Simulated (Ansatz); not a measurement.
Values for one crystal, relaxed and computed with plane-wave PAW r²SCAN (Ansatz code); other levels are named.

- Volume per atom = 15.31 Å³
- Electronic character = metallic (no gap)
- Formation energy from the elements (no fitted shifts) = -0.85 eV/atom
- Density of states at the Fermi level = 0.65 states/eV per atom (mean over ±0.08 eV)

Task: Pick the material that matches.
A) HfIr3, Cu3Au type
B) In2Ag, I4/mcm (In on 8h, Ag on 4a)
C) YPb2, Cmcm (Y on 4c, Pb on 4c, Pb on 4c)
D) EuIr2, cubic Laves (MgCu2 type)

Result: A, HfIr3, Cu3Au type

Space group Pm-3m (Cu3Au type). The workflow started from a Materials Project entry (that database holds measured and hypothetical structures alike); the Crystallography Open Database files this formula in space group No. 221, but the cells were not matched. Whether it is the stable phase at ambient conditions was not checked. The cell was relaxed with r²SCAN under the symmetry of its start; its stability against distortions is not shown here. The run is not spin-polarised. The references are the lowest solids computed at this level, not always the standard phases. Scalar-relativistic: spin–orbit coupling is off unless named, which matters more the heavier the elements.

Potentials: the later of the program's two PAW sets.
